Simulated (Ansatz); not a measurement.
**EuIn2Au: what a change of scf.occupations.width, basis.xc_grid does**

All numbers are calculated (PBEsol, collinear spin, no spin-orbit coupling; Ansatz, PAW set soft_2, 420 eV, k-mesh 8×8×4), not measured. These are the settings of the reference run.

Cell:

```
Eu In Au
1.0
     2.31670   -5.46773    0.00000
     2.31670    5.46773    0.00000
     0.00000    0.00000    7.44739
Eu In Au
2 4 2
Direct
  0.92126 0.07874 0.75000
  0.07874 0.92126 0.25000
  0.63408 0.36592 0.55025
  0.36592 0.63408 0.05025
  0.36592 0.63408 0.44975
  0.63408 0.36592 0.94975
  0.20816 0.79184 0.75000
  0.79184 0.20816 0.25000
```

The reference run of this cell is solved again as a single point with these keys changed:

| key | reference run | changed run |
| --- | --- | --- |
| scf.occupations.width | 0.05 | 0.2 |
| basis.xc_grid | not typed | 2 |

Problem. Does this change matter?

Solution. 

| quantity | reference run | changed run |
| --- | --- | --- |
| energy, changed less reference (meV an atom) | 0 | 0.7 |
| pressure (GPa) | 0.0 | 0.0 |
| largest force (eV/Å) | 0.00 | 0.01 |
| gap on the mesh (eV) | 0.00 | 0.00 |
| moment of the cell (μB) | 13.88 | 13.88 |

The results hardly move, so these settings together matter little here. It took 19 iterations.

Caveats: the reference run: 4f shell without a U, which puts 4f levels too near the Fermi level; the reference run: open f or d shells may hold a state above the lowest; a single point, atoms not relaxed again.
